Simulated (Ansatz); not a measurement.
InPt$_{3}$C:
```
CELL_PARAMETERS angstrom
      4.25054     0.00000     0.00000
      0.00000     4.25054     0.00000
      0.00000     0.00000     4.25054
ATOMIC_POSITIONS crystal
  In 0.00000 0.00000 0.00000
  Pt 0.00000 0.50000 0.50000
  Pt 0.50000 0.00000 0.50000
  Pt 0.50000 0.50000 0.00000
  C  0.50000 0.50000 0.50000
```

Relaxed with PBE. Special points in fractions of this cell's reciprocal vectors: Γ (0.000, 0.000, 0.000); X (0.000, 0.500, 0.000); M (0.500, 0.500, 0.000); R (0.500, 0.500, 0.500).

Question: List the band energies nearest the Fermi level at these points for PBE (plane waves, PAW; program Ansatz).

Answer: In eV from the Fermi level; about four levels below and three above (degenerate sets whole), none deeper than 8.9 eV; points with the same levels are listed once.

```json
[
 {"k": "Γ", "below": "-1.01 -0.95 -0.95 -0.95", "above": "1.52 1.52 1.52"},
 {"k": "X", "below": "-2.19 -0.95 -0.26 -0.26", "above": "1.06 2.74 3.50"},
 {"k": "M", "below": "-2.22 -1.49 -0.50 -0.50", "above": "0.92 2.07 4.70 4.70"},
 {"k": "R", "below": "-2.20 -2.20 -1.15 -1.15 -1.15", "above": "0.94 0.94 0.94"}
]
```

Space group Pm-3m (anti-perovskite). The start of the workflow was typed in or built on a structure type; neither database checked (COD, Materials Project) lists it. Whether it is the stable phase at ambient conditions was not checked. The cell was relaxed with PBE under the symmetry of its start; whether a distortion lowers the energy is not shown. The run is not spin-polarised. Its formation energy is positive at this level, so the cell may be metastable or incomplete. Spin–orbit coupling is left out wherever it is not named.

Potentials: the later of the program's two PAW sets.
